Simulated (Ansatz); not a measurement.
# Structure relaxation, AlRu

The start is a generated cell, AlRu placed in the AFLOW prototype AB_hP6_154_a_b (B9, as in HgS). A full variable-cell relaxation at zero pressure is run with r2SCAN (plane waves to 500 eV, PAW, scalar-relativistic; Ansatz, a program for electronic structure). First-step values are on the input's coarse k-mesh.

Ansatz input (later rounds restart from its end on a renewed k-mesh):
Ansatz 0.2 input:
```yaml
crystal:
  lattice:
    - [3.3522947, 0, 0]
    - [-1.6761473, 2.9031724, 0]
    - [0, 0, 7.6799494]
  atoms:
    - { symbol: Ru, position: [0.7198, 0, 0.66666667] }
    - { symbol: Ru, position: [0, 0.7198, 0.33333333] }
    - { symbol: Ru, position: [0.2802, 0.2802, 0] }
    - { symbol: Al, position: [0.4889, 0, 0.16666667] }
    - { symbol: Al, position: [0, 0.4889, 0.83333333] }
    - { symbol: Al, position: [0.5111, 0.5111, 0.5] }
basis: { ecutwfc: 500, ecutrho_ratio: 4, xc_grid: 4, fft_grid_basis: typed }
kpoints: { mp_grid: { grid: [11, 11, 5] } }
hamiltonian:
  xc: r2scan
  dispersion: none
  pseudopotentials: { kind: paw }
scf: { occupations: { method: fermi_dirac, width: 0.05 } }
relax: { f_tol: 0.01, max_steps: 100, cell: { stress_tol: 0.02 } }
output: { forces: true, stress: true }
```

Task: What symmetry does the relaxed structure have?

Result: The space group goes from P3₂21 (No. 154) to Pm-3m (No. 221); the end is CsCl type, with 2 atoms in the primitive cell.

Task: Is the relaxed structure metallic? Give its gap.

Result: No gap (metallic).

Task: What does it relax into? Give the structure.

Result: 
```cif
data_AlRu
_chemical_formula_sum 'Ru1 Al1'
_space_group_name_H-M_alt 'Pm-3m'
_space_group_IT_number 221
_space_group_name_Hall '-P 4 2 3'
_cell_length_a 2.98259
_cell_length_b 2.98259
_cell_length_c 2.98259
_cell_angle_alpha 90.000
_cell_angle_beta 90.000
_cell_angle_gamma 90.000
loop_
_atom_site_label
_atom_site_type_symbol
_atom_site_symmetry_multiplicity
_atom_site_Wyckoff_symbol
_atom_site_fract_x
_atom_site_fract_y
_atom_site_fract_z
_atom_site_occupancy
Ru1 Ru 1 a 0.00000 0.00000 0.00000 1
Al1 Al 1 b 0.50000 0.50000 0.50000 1
```

Final values are on a 16×16×16 k-mesh of the relaxed cell. The start holds a very short contact (Ru–Al 1.92 Å). No spin polarisation in the result.

The run could not lose the symmetry of its start.
